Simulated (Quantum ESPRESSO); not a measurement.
## Kohn-Sham bands of KTlO2 (R-3m)

```
CELL_PARAMETERS angstrom
     -1.72676     2.99084     0.00000
     -3.45352     0.00000     0.00000
     -1.72676     0.99695     6.10224
ATOMIC_POSITIONS crystal
  K  0.50000 0.50000 0.50000
  Tl 0.00000 0.00000 0.00000
  O  0.26792 0.26792 0.19624
  O  0.73208 0.73208 0.80376
```

Structure: Materials Project mp-8175, symmetrised, not relaxed again. Not found in the COD (Crystallography Open Database) copy used; not checked further. Method: PBEsol plane waves in Quantum ESPRESSO 7.5 (PseudoDojo norm-conserving files, 68 Ry, no spin polarisation, no spin-orbit coupling), Bloch states on a 10×10×10 mesh through Γ, Wannier90 4.0.1. Density: 10×10×10 mesh, cold smearing 0.01 Ry. Spin-orbit coupling is left out although heavy elements are present.

List the Kohn-Sham levels between −8 and 3.9 eV relative to the valence-band maximum at the high-symmetry points, as a band run of pw.x on that density gives them (levels within 2 meV counted together).


```tsv
point	k (reciprocal lattice)	levels (eV)
Γ	0.000 0.000 0.000	-4.13, -0.91 (×2), -0.60, -0.12 (×2), 0.93
T	0.000 0.000 0.500	-4.04, -1.29, -1.01 (×2), 0.00 (×2), 1.96
H_2	-0.316 -0.631 0.184	-5.05, -2.47, -2.37, -2.14, -0.36, -0.30
H_0	-0.369 -0.684 -0.184	-5.05, -2.47, -2.37, -2.14, -0.36, -0.30
L	0.000 -0.500 0.000	-4.77, -3.35, -1.94, -1.69, -0.19, -0.02, 3.74
S_0	-0.342 -0.684 -0.342	-5.06, -2.46, -2.33, -2.17, -0.41, -0.29
S_2	-0.342 -0.658 0.000	-5.06, -2.46, -2.33, -2.17, -0.41, -0.29
F	-0.500 -0.500 0.000	-4.96, -3.03, -1.81, -1.32, -0.50, -0.17, 3.51
```
